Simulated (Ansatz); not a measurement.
# Relaxation of Ge

All numbers below come from DFT r2SCAN, scalar-relativistic, plane waves, PAW in Ansatz 0.2.0. (500 eV cutoff, 12×12×6 k-mesh, Gaussian smearing of 0.01 eV, no spin polarisation)

What was changed: biaxial strain in the a-b plane, c and atoms relaxed: -4.5 %.

Command:

```bash
ansatz run input.yaml --threads 1 --pin off --max-ram 2560MiB --backend cpu --events-out ev --progress --plain --runs-dir out
```

Input:

```yaml
crystal:
  lattice:
    - [3.8158445104, 0.0, 0.0]
    - [-1.9079222552, 3.3046182829, 0.0]
    - [0.0, 0.0, 6.7809841528]
  atoms:
    - { symbol: Ge, position: [0.6666666667, 0.3333333333, 0.0654984998] }
    - { symbol: Ge, position: [0.3333333333, 0.6666666667, 0.5654984998] }
    - { symbol: Ge, position: [0.6666666667, 0.3333333333, 0.4345015002] }
    - { symbol: Ge, position: [0.3333333333, 0.6666666667, 0.9345015002] }
basis:
  ecutwfc: 500
kpoints:
  mp_grid: { grid: [12, 12, 6] }
hamiltonian:
  xc: r2scan
scf:
  occupations: { method: gaussian, width: 0.01 }
output:
  forces: true
  stress: true
  eigenvalues: true
relax:
  adjacent_minimum: "off"
  f_tol: 0.008
  max_steps: 40
  cell: { stress_tol: 0.015, fix: [a, b, gamma] }
```

F is the free energy. Steps run on the plane waves of an earlier cell, but the last one, and at times one on the way, on a freshly chosen basis, so a repeated geometry can differ a little in energy. The held parts of the cell keep their stress, so P needn't end at zero.

Steps:

```csv
step,F − F(1) (eV),largest force component (eV/Å),V (Å³/atom),P (GPa)
1,0.0000,0.329,21.377,5.80
2,-0.0197,0.042,21.067,6.90
3,-0.0198,0.011,21.089,6.77
4,-0.0198,0.000,21.083,6.80
5,-0.0195,0.000,21.083,6.80
```

Relaxed structure:

```cif
data_structure
_symmetry_space_group_name_H-M 'P 1'
_symmetry_Int_Tables_number 1
_cell_length_a 3.8158
_cell_length_b 3.8158
_cell_length_c 6.6876
_cell_angle_alpha 90.000
_cell_angle_beta 90.000
_cell_angle_gamma 120.000
_cell_volume 84.33
loop_
_atom_site_label
_atom_site_type_symbol
_atom_site_fract_x
_atom_site_fract_y
_atom_site_fract_z
_atom_site_occupancy
Ge1 Ge 0.66667 0.33333 0.06697 1
Ge2 Ge 0.33333 0.66667 0.56697 1
Ge3 Ge 0.66667 0.33333 0.43303 1
Ge4 Ge 0.33333 0.66667 0.93303 1
```

Symmetry: P6_3/mmc, No. 194, hexagonal system. Conventional cell: a = 3.816 Å, b = 3.816 Å, c = 6.688 Å, α = 90.00°, β = 90.00°, γ = 120.00°. Ge (site symmetry 3m) is surrounded by 4 Ge at 2.38 to 2.45 Å.

The run converged. It took 3.8 min on 1 thread of AMD EPYC (Zen 3), with other jobs on the host, peak memory 0.71 GiB.